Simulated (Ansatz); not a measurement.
CrO2, one structure, two calculations

Cell: an entry of the Crystallography Open Database (COD), ions relaxed with PBE at fixed cell.

Space group P4_2/mnm (No. 136); a = 4.4210, c = 2.9170 Å.

| site | Wyckoff | site symmetry | x | y | z |
| --- | --- | --- | --- | --- | --- |
| Cr | 2a | m.mm | 0.0000 | 0.0000 | 0.0000 |
| O | 4f | m.2m | 0.3033 | 0.3033 | 0.0000 |

One atom of each set is listed.

First run. The numbers come from a DFT calculation in Ansatz (PBE, plane waves and PAW, scalar-relativistic, collinear spin, 420 eV cutoff, Γ-centred 8×8×11 k-points, Fermi–Dirac smearing 0.05 eV). Start moments as typed (μB): 2 on each Cr, none on the rest.

| site | V_zz (10²¹ V/m²) | η | m (μB) |
| --- | --- | --- | --- |
| Cr | -4.90 | 0.42 | 1.73 |
| O | 2.75 | 0.86 | -0.06 |

Second run. The same atoms and settings, except that the functional is r2SCAN and the cutoff is 500 eV.

**Question.** What does the second run give?

**Answer.** 

| site | V_zz | η | change of V_zz | m (μB) |
| --- | --- | --- | --- | --- |
| Cr | -5.56 | 0.30 | -0.66 | 1.85 |
| O | 2.45 | 0.52 | -0.30 | -0.12 |

The largest change of V_zz is on Cr, from -4.90 to -5.56. In per cent, |V_zz| changes by +13 on Cr, -11 on O (all sites that start above 2). Where |V_zz| stays above 0.1, η moves most on O, from 0.86 to 0.52. The absolute magnetisation of the cell goes from 4.6 to 5.1 μB.

With no gap above 0.1 eV, as in a metal, the gradients converge slowly in k; expect changes of a tenth or more on a denser mesh. Semilocal functionals can leave a metal where correlation in the d or f shell opens a gap in the real compound, and that would change the values at and beside Cr. The magnetic order is the one that the run reached from its start moments, not necessarily the measured one.
For the second run: The program didn't check the stability of this electronic state in full, so a lower one may lie near.
